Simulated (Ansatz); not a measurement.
AlAs:
```yaml
crystal:
  lattice:
    - [0.00000, 2.83727, 2.83727]
    - [2.83727, 0.00000, 2.83727]
    - [2.83727, 2.83727, 0.00000]
  atoms:
    - { symbol: As, position: [0.75000, 0.75000, 0.75000] }
    - { symbol: Al, position: [0.00000, 0.00000, 0.00000] }
```

DFT-PBEsol in the program Ansatz with PAW potentials gives a gap of 1.34 eV without spin–orbit coupling, maximum at Γ, minimum at X.

Task: What happens when spin–orbit coupling is switched on?

Result: The gap shrinks by 0.10 eV, to 1.24 eV; maximum at Γ, minimum at X.

Task: How large is the spin–orbit splitting of the valence top at Γ?

Result: The fourfold level lies 0.30 eV above the split-off pair.

Task: Give the electron effective mass with spin–orbit coupling.

Result: 0.23, 0.23, 0.83 mₑ (principal values).

Task: Give the hole effective mass with spin–orbit coupling, band 1 of 2 at the edge.

Result: 0.46 along [100], 0.89 along [110], 1.2 along [111] (mₑ).

Task: Give the hole effective mass with spin–orbit coupling, band 2 of 2 at the edge.

Result: 0.14 along [100], 0.12 along [110], 0.12 along [111] (mₑ).

Space group F-43m (zinc blende). The cell was relaxed with PBEsol under the symmetry of its start.

Potentials: the later of the program's two PAW sets.
